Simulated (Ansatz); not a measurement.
Structures of Rb2N: which is lowest?

Plane-wave DFT in Ansatz with scalar-relativistic PAW potentials, cutoff 420 eV, Γ-centred meshes chosen by cell and gap, Gaussian smearing with energies taken to zero width. Every cell was relaxed (cell and atoms) in a run of its own, within the symmetry of its start. Functional: PBE.

Relaxed structures (starts from databases or built by putting these elements on another compound's sites):
A. Pnnm, 6 atoms in the computed cell, a = 6.976 Å, b = 7.063 Å, c = 4.438 Å; sites (symmetry × multiplicity) Rb ..m × 4, N ..2/m × 2; start: built
B. Fm-3m, 3 atoms in the computed cell, a = 7.165 Å; sites (symmetry × multiplicity) Rb -43m × 8, N m-3m × 4; start: built

Rank them by energy. Could pressure change the order?

| structure | group | E − E(lowest) (meV/atom) | V (Å³/atom) | gap on mesh (eV) |
| --- | --- | --- | --- | --- |
| A | Pnnm | 0.0 | 36.45 | 0.00 |
| B | Fm-3m | 15.5 | 30.65 | 0.00 |

A is lowest, 16 meV/atom under B. B is denser by 5.79 Å³/atom, so pressure favours it: ΔE/ΔV, with ΔE in eV and 1 eV/Å³ = 160.2 GPa, gives about 0.4 GPa for equal enthalpy if both cells were rigid, a rough figure since the two compress differently. Other structures may lie lower than all of these, and vibrations aren't counted.

Magnetic cells started from one order each; another order can shift an energy by tens of meV per atom.